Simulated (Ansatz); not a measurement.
# WS₂: do energies and stresses tell the same story?

All numbers below come from Ansatz, DFT PBE+D3(BJ), scalar-relativistic, plane waves, PAW.

Cutoff 420 eV; k points 12×12×4 on the computed 6-atom cell (Γ-centred); Gaussian smearing, width 0.02 eV; no spin polarisation.

Relaxed cell: P6_3/mmc, a = 3.154 Å, b = 3.154 Å, c = 12.143 Å, α = 90.00°, β = 90.00°, γ = 120.00°, 6 atoms in the primitive cell.

Energies at zero smearing and pressures from the stress tensor, at volumes with shape and atoms relaxed:
```json
{"V (Å³/atom)": "15.341", "E − E(first) (meV/atom)": "0.00", "P (GPa)": "11.74"}
{"V (Å³/atom)": "15.864", "E − E(first) (meV/atom)": "-31.14", "P (GPa)": "7.56"}
{"V (Å³/atom)": "16.387", "E − E(first) (meV/atom)": "-50.22", "P (GPa)": "4.28"}
{"V (Å³/atom)": "16.910", "E − E(first) (meV/atom)": "-59.95", "P (GPa)": "1.79"}
{"V (Å³/atom)": "17.433", "E − E(first) (meV/atom)": "-62.71", "P (GPa)": "0.00"}
{"V (Å³/atom)": "17.956", "E − E(first) (meV/atom)": "-60.54", "P (GPa)": "-1.24"}
{"V (Å³/atom)": "18.479", "E − E(first) (meV/atom)": "-55.18", "P (GPa)": "-1.99"}
{"V (Å³/atom)": "19.177", "E − E(first) (meV/atom)": "-45.38", "P (GPa)": "-2.44"}
```

Q: Check P = −dE/dV between neighbouring volumes, and get the bulk modulus from the pressures alone.

A: With 1 eV/Å³ = 160.2 GPa:
```csv
middle V (Å³/atom),−ΔE/ΔV (GPa),mean P (GPa)
15.603,9.540,9.648
16.126,5.844,5.919
16.649,2.981,3.036
17.172,0.845,0.899
17.695,-0.663,-0.615
18.218,-1.643,-1.612
18.828,-2.252,-2.213
```

The two differ by 0.11 GPa at most. The mean of two end pressures misses the average over a step by about ΔV² P″/12, up to 0.08 GPa here; with that taken off 0.03 GPa remains, from the finite cutoff, the mesh or the relaxation's tolerance. Around V = 17.433 Å³/atom, the two neighbours give B = −V ΔP/ΔV = 17.433 × 3.03 / 1.046 = 50.5 GPa, against B0 = 48.4 GPa from the Birch–Murnaghan fit of the energies, which describes these points poorly (B0' = 11.2).

Spin–orbit coupling is left out, which can shift energies with elements as heavy as these.